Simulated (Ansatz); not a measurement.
Sc2Si2O7 (space group C2/m)

```xyz
11
Lattice="3.2090 -4.1974 0.0000 3.2090 4.1974 0.0000 -1.0102 0.0000 4.5473" Properties=species:S:1:pos:R:3 pbc="T T T"
Sc     3.2090     1.6034     0.0000
Sc     3.2090    -1.6034     0.0000
Si     1.0453     0.0000     1.8564
Si     4.3625     0.0000     2.6909
O      4.0993    -1.3385     3.5806
O      1.3085     1.3385     0.9667
O      1.3085    -1.3385     0.9667
O      4.0993     1.3385     3.5806
O     -0.5051     0.0000     2.2736
O      3.5846     0.0000     1.2635
O      1.8233     0.0000     3.2838
```

A phonon eigenvector at Γ is frozen into this cell: atom i moves by Q times the vector below, so Q is the largest atomic displacement, in Å. The cell is held.

| atom | x | y | z |
|---|---|---|---|
| Sc1 | -0.104 | 0.000 | -0.103 |
| Sc2 | 0.104 | 0.000 | 0.103 |
| Si3 | 0.000 | 0.243 | 0.000 |
| Si4 | 0.000 | -0.243 | 0.000 |
| O5 | -0.610 | 0.051 | 0.232 |
| O6 | 0.610 | -0.051 | -0.232 |
| O7 | -0.610 | -0.051 | 0.232 |
| O8 | 0.610 | 0.051 | -0.232 |
| O10 | 0.000 | -1.000 | 0.000 |
| O11 | 0.000 | 1.000 | 0.000 |

Atoms not listed stay in place.

The numbers are results of LDA (plane waves to 420 eV, PAW, scalar-relativistic; Ansatz, a program for electronic structure), not measurements. k mesh 6×6×6 (Γ-centred), Fermi-Dirac smearing 0.05 eV. Energies are smeared free energies. Sc2Si2O7 is run without spin polarisation. Sc2Si2O7 was relaxed with its symmetry unable to fall. The zero of ΔE is the undisplaced structure.

```json
[
 {"Q (Å)": "-0.180", "ΔE (meV/cell)": "624"},
 {"Q (Å)": "-0.150", "ΔE (meV/cell)": "withheld"},
 {"Q (Å)": "-0.120", "ΔE (meV/cell)": "273"},
 {"Q (Å)": "-0.090", "ΔE (meV/cell)": "153"},
 {"Q (Å)": "-0.060", "ΔE (meV/cell)": "67"},
 {"Q (Å)": "-0.030", "ΔE (meV/cell)": "17"},
 {"Q (Å)": "0.000", "ΔE (meV/cell)": "0"},
 {"Q (Å)": "0.030", "ΔE (meV/cell)": "17"},
 {"Q (Å)": "0.060", "ΔE (meV/cell)": "67"},
 {"Q (Å)": "0.090", "ΔE (meV/cell)": "153"},
 {"Q (Å)": "0.120", "ΔE (meV/cell)": "273"},
 {"Q (Å)": "0.150", "ΔE (meV/cell)": "withheld"},
 {"Q (Å)": "0.180", "ΔE (meV/cell)": "624"}
]
```

Problem. Fit an even polynomial form (powers 2, 4) to the given rows and predict ΔE at Q = 0.150.

Solution. Least squares on the 11 given rows: ΔE = (18720)·Q² + (16740)·Q⁴, in meV/cell with Q in Å; root-mean-square residual 0.3 meV/cell. At 0.150 the fit gives 430 meV/cell; the calculation gives 429 meV/cell, so the interpolation is off by 1 (+0.2 %). The quadratic term alone would give 421 meV/cell.

(For displaced atoms, the force is minus the slope of the energy, and its curvature is a force constant, which sets phonon frequencies.)
